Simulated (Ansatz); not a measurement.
Input:

Mg:
Space group P6₃/mmc (No. 194); a = 3.1891 Å, b = 3.1891 Å, c = 5.1079 Å, α = 90.00°, β = 90.00°, γ = 120.00°

| atom | site | symmetry | x | y | z |
|---|---|---|---|---|---|
| Mg | 2c | -6m2 | 0.3333 | 0.6667 | 0.2500 |

This is the PBEsol-relaxed structure.

Question: All from plane-wave PAW PBEsol (Ansatz code), unless another level is named. Predict the highest zone-centre frequency.

Answer: 257 cm^-1.

Question: Predict the Young's modulus.

Answer: 50.9 GPa.

Space group P6_3/mmc (hcp (Mg type)). The cell was relaxed with PBEsol under the symmetry of its start; phonons on a q-mesh show no instability. As this level gives no gap, phonon frequencies hold no LO–TO term and depend on the k-mesh and smearing (Fermi–Dirac, 0.1 eV here). Axis ratios of metals converge slowly with the k-mesh, so a and c are less sure than the volume. On the denser mesh and wider smearing of the elastic run this cell carries a stress of 0.5 GPa.

Potentials: the earlier of the program's two PAW sets.
